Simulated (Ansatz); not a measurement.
Input and command of a plane-wave DFT calculation in Ansatz:

```yaml
crystal:
  lattice:
    - [4.179140798, 0.0, 0.0]
    - [0.0, 4.179140798, 0.0]
    - [0.0, 0.0, 4.179140798]
  atoms:
    - { symbol: In, position: [0.0, 0.0, 0.0] }
    - { symbol: Ag, position: [0.0, 0.5, 0.5] }
    - { symbol: Ag, position: [0.5, 0.0, 0.5] }
    - { symbol: Ag, position: [0.5, 0.5, 0.0] }
basis:
  ecutwfc: 420
kpoints:
  mp_grid: { grid: [10, 10, 10] }
hamiltonian:
  xc: pbesol
scf:
  occupations: { method: gaussian, width: 0.1 }
output:
  forces: true
  stress: true
  eigenvalues: true
```

```bash
ansatz run input.yaml --threads 1 --pin off --max-ram 2560MiB --backend cpu --events-out ev --progress --plain --runs-dir out
```

Processor: Intel(R) Xeon(R) Processor @ 2.50GHz (Skylake/Cascade Lake), 1 thread, on a host shared with other jobs.

How long does it run, and how much memory does it take?

About 15 s on 1 thread of Intel(R) Xeon(R) Processor @ 2.50GHz (Skylake/Cascade Lake), on a shared host, peak memory 0.44 GiB. It solves 42 bands at 56 k points (the mesh reduced by symmetry) with about 1365 plane waves, in 7 SCF iterations.
